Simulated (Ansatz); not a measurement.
**Field gradients at the nuclei of YHSe**

```xyz
3
Lattice="3.8409 0.0000 0.0000 -1.9205 3.3263 0.0000 0.0000 0.0000 3.9155" Properties=species:S:1:pos:R:3 pbc="T T T"
Y     0.0000    0.0000    0.0000
H     0.0000    2.2176    0.0000
Se    1.9205    1.1088    1.9578
```

Atom numbers follow the list: Y1, H2, Se3.

Conventional cell: a = 3.841 Å, b = 3.841 Å, c = 3.916 Å, α = 90.00°, β = 90.00°, γ = 120.00°. Around Y (atom 1) lie 3 H at 2.22 Å. H (atom 2) has 3 Y at 2.22 Å as nearest neighbours. Around Se (atom 3) lie 6 H at 2.96 Å and 6 Y at 2.96 Å.

The cell is the one relaxed in the Materials Project (mp-28797), not relaxed further here; entries there can be hypothetical.

All numbers are computed: DFT, r2SCAN, all-electron PAW with datasets made for the crystal, scalar-relativistic (Ansatz 0.2.0); DFT, r2SCAN, PAW with Ansatz's default frozen-core files, scalar-relativistic (Ansatz 0.2.0).

For the crystal-made all-electron datasets (AE datasets): a Γ-centred 7×7×6 k mesh, Fermi–Dirac smearing of 0.01 eV, cutoff 220 eV (chosen by the program for this cell), no spin polarisation. PAW takes a cutoff of 500 eV at this cell (files made with PBE, cores remade for this functional). The Ansatz runs share mesh, smearing and spin set-up.

No spin–orbit coupling: at heavy atoms the gradients can be off by tens of per cent for that reason.

Vzz is the principal value of largest size of the traceless field-gradient tensor, in 10²¹ V/m², and η = (Vxx − Vyy)/Vzz with |Vzz| ≥ |Vyy| ≥ |Vxx|.

Question: Give the field gradient at each independent site.

Answer: 
```tsv
site	site symmetry	Vzz (η), AE datasets	Vzz (η), PAW
Y1	-6m2	3.08 (η = 0.00)	3.15 (η = 0.00)
H2	-6m2	-0.47 (η = 0.00)	-0.48 (η = 0.00)
Se3	-6m2	4.72 (η = 0.00)	4.66 (η = 0.00)
```
